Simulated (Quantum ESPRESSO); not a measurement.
```
CELL_PARAMETERS angstrom
      4.70294     0.00000     0.00000
      0.00000     4.70294     0.00000
      0.00000     0.00000     3.13289
ATOMIC_POSITIONS crystal
  Zn 0.50000 0.50000 0.50000
  Zn 0.00000 0.00000 0.00000
  F  0.69686 0.69686 0.00000
  F  0.30314 0.30314 0.00000
  F  0.80314 0.19686 0.50000
  F  0.19686 0.80314 0.50000
```
Geometry: a computed entry of the Materials Project; it was not checked against measured cells. It is ZnF2 in P4₂/mnm; whether this form has been observed was not checked. Stability against distortions was not tested.

With PBE (a modified build of Quantum ESPRESSO; gradients by PAW reconstruction on its ground state; JTH PAW datasets, 22.5 Ha):

| quantity | PBE |
|---|---|
| Vzz F (a.u.) | -0.938 |

Cores are frozen. Against all-electron runs on small test molecules, this scheme's |Vzz| missed by +4 % on Zn, −6 to +4 % (−29 % in KF) on F.

What does the LDA, on its own JTH datasets and the same geometry, give?


```json
[
 {"quantity": "Vzz F (a.u.)", "LDA": "-0.963", "LDA − PBE": "-0.025"}
]
```
